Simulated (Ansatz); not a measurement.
Os (hcp (Mg type), P6_3/mmc) under volume change, the program Ansatz at the r²SCAN level (PAW), shape and atoms relaxed at each volume.

```tsv
V (Å³/atom)	E − E(relaxed) (meV/atom)	P (GPa)
12.753	181.4	50.40
13.173	75.8	30.65
13.594	17.9	14.01
14.014	0.0	0.00
14.434	15.9	-11.79
14.855	60.2	-21.68
15.275	128.3	-29.96
```

Task: What does a third-order Birch–Murnaghan fit give for V₀, B₀ and B′?

Result: V₀ = 14.01 Å³/atom, B₀ = 427 GPa, B′ = 4.8.

The cell was relaxed with r²SCAN under the symmetry of its start; of distortions, only those at the zone centre were tested. The run is not spin-polarised. Scalar-relativistic: spin–orbit coupling is off unless named, which matters more the heavier the elements.

Potentials: the later of the program's two PAW sets.
